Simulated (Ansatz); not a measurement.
The calculation used Ansatz 0.2.0, DFT PBE, scalar-relativistic, plane waves, PAW. Settings: cutoff 420 eV, Γ-centred meshes spaced at most about 0.3 Å⁻¹, and about 0.25 Å⁻¹ or finer for metals (2π included), Gaussian smearing. No spin polarisation in the final relaxations.

These are static total energies at zero pressure.

Compare these two cells of SnTe3, each relaxed at this level.

A.

Space group Pm-3m (No. 221). a = 4.886 Å, b = 4.886 Å, c = 4.886 Å, α = 90.00°, β = 90.00°, γ = 90.00°
| atom | site | symmetry | x | y | z |
| --- | --- | --- | --- | --- | --- |
| Sn | 1a | m-3m | 0.0000 | 0.0000 | 0.0000 |
| Te | 3c | 4/mm.m | 0.0000 | 0.5000 | 0.5000 |

B.

Space group Pm-3n (No. 223). a = 6.197 Å, b = 6.197 Å, c = 6.197 Å, α = 90.00°, β = 90.00°, γ = 90.00°
```tsv
atom	site	symmetry	x	y	z
Sn	2a	m-3.	0.0000	0.0000	0.0000
Te	6c	-4m.2	0.2500	0.0000	0.5000
```

Task: Which would you expect to be lower, and how large is the difference?

Result: B is lower, by 34 meV/atom. A has the Cu3Au (L1_2) type, space group Pm-3m (No. 221), 29.2 Å³/atom and no gap on its mesh; B has the A15 type, space group Pm-3n (No. 223), 29.7 Å³/atom and no gap. Even the lower one lies +0.22 eV/atom against the reference forms of the elements (uncorrected), so neither is stable at this level. In A, Sn is surrounded by 12 Te at 3.46 Å; around Te lie 4 Sn at 3.46 Å and 8 Te at 3.46 Å. In B, Sn is surrounded by 12 Te at 3.46 Å; Te has 2 Te at 3.10 Å, 4 Sn at 3.46 Å and 8 Te at 3.79 Å. Both come from invented guesses. A third cell relaxed alike, in Im-3m, lies 0.31 eV/atom below the lower of the two.

Spin–orbit coupling, which can matter for Te, is left out. A magnetic state wasn't ruled out in cells without spin, among them Pm-3n. Cells relaxed within their symmetry can be saddle points.
